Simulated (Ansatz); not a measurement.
InSe (beta-GaS type, space group P6_3/mmc)

```xyz
8
Lattice="4.0321 0.0000 0.0000 -2.0160 3.4919 0.0000 0.0000 0.0000 16.7641" Properties=species:S:1:pos:R:3 pbc="T T T"
In     0.0000     2.3279    11.1762
In     2.0160     1.1640     2.7942
In     2.0160     1.1640     5.5879
In     0.0000     2.3279    13.9699
Se     0.0000     2.3279     1.5074
Se     2.0160     1.1640     9.8895
Se     2.0160     1.1640    15.2567
Se     0.0000     2.3279     6.8746
```

Equation-of-state scan: isotropic scaling of the cell above, V₀ being its volume. The atoms relax within the cell's symmetry.

The numbers are results of PBE-D3(BJ) (plane waves to 420 eV, PAW, scalar-relativistic; Ansatz, a program for electronic structure), not measurements. k mesh 9×9×2 (Γ-centred), Fermi-Dirac smearing 0.05 eV. Energies are smeared free energies. With the shape held, the modulus is that of even scaling; a crystal free to change shape is softer. InSe was relaxed with its symmetry unable to fall. The zero of ΔE is the relaxed starting cell.

| V (Å³/atom) | ΔE (meV/atom) |
|---|---|
| 26.554 | 32.7 |
| 27.291 | 17.3 |
| 28.029 | 7.2 |
| 28.766 | 1.7 |
| 29.504 | 0.0 |
| 30.242 | 1.5 |
| 30.979 | 5.7 |
| 31.717 | 12.2 |
| 32.454 | 20.6 |

Q: What is the fitted pressure derivative B₀′?

A: 5.8.

Q: What bulk modulus at fixed cell shape B₀ follows from a third-order Birch-Murnaghan fit?

A: 27.9 GPa. Check by three points about V = 29.504 Å³/atom, step 0.738: d²E/dV² ≈ (1.7 − 2·0.0 + 1.5) meV / 0.738² = 0.00588 eV/Å⁶, and V·d²E/dV² × 160.2 = 27.8 GPa.

(Under strain, the slope of the energy per volume gives the stress and its curvature an elastic modulus.)
